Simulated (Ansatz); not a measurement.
ScF₃:
```cif
data_F3Sc
_chemical_formula_sum 'Sc1 F3'
_space_group_name_H-M_alt 'P 1'
_space_group_IT_number 1
_cell_length_a 4.03341
_cell_length_b 4.03341
_cell_length_c 4.03341
_cell_angle_alpha 90.000
_cell_angle_beta 90.000
_cell_angle_gamma 90.000
loop_
_space_group_symop_operation_xyz
  'x, y, z'
loop_
_atom_site_label
_atom_site_type_symbol
_atom_site_fract_x
_atom_site_fract_y
_atom_site_fract_z
_atom_site_occupancy
Sc1 Sc 0.00000 0.00000 0.00000 1
F1 F 0.00000 0.00000 0.50000 1
F2 F 0.50000 0.00000 0.00000 1
F3 F 0.00000 0.50000 0.00000 1
```

Relaxed with r²SCAN.

Task: Tabulate the valence density and the electron localisation function along the shortest Sc–F contact (2.02 Å), r²SCAN (plane waves, PAW; program Ansatz).

Result: 

| distance from Sc (Å) | density (e/Å³) | ELF |
|---|---|---|
| 0.20 | 8.14 | 0.14 |
| 0.30 | 7.29 | 0.33 |
| 0.40 | 6.04 | 0.56 |
| 0.50 | 4.54 | 0.69 |
| 0.61 | 3.05 | 0.73 |
| 0.71 | 1.84 | 0.65 |
| 0.81 | 1.04 | 0.43 |
| 0.91 | 0.64 | 0.21 |
| 1.01 | 0.52 | 0.11 |
| 1.11 | 0.58 | 0.23 |
| 1.21 | 0.81 | 0.51 |
| 1.31 | 1.26 | 0.72 |
| 1.41 | 2.11 | 0.80 |
| 1.51 | 3.59 | 0.79 |
| 1.61 | 5.84 | 0.76 |
| 1.71 | 8.69 | 0.68 |
| 1.82 | 11.62 | 0.58 |

The density is the valence pseudo-density with augmentation charge, so density and ELF within about 1 Å of a nucleus are not all-electron values.

Space group Pm-3m (ReO3 type). The first step of the workflow began from a Materials Project structure, measured or hypothetical; the Crystallography Open Database files this formula in space group No. 221, but the cells were not matched. Whether it is the stable phase at ambient conditions was not checked. Symmetry was held in the r²SCAN relaxation; phonons on a q-mesh show weakly imaginary modes. No spin polarisation was allowed.

Potentials: the earlier of the program's two PAW sets.
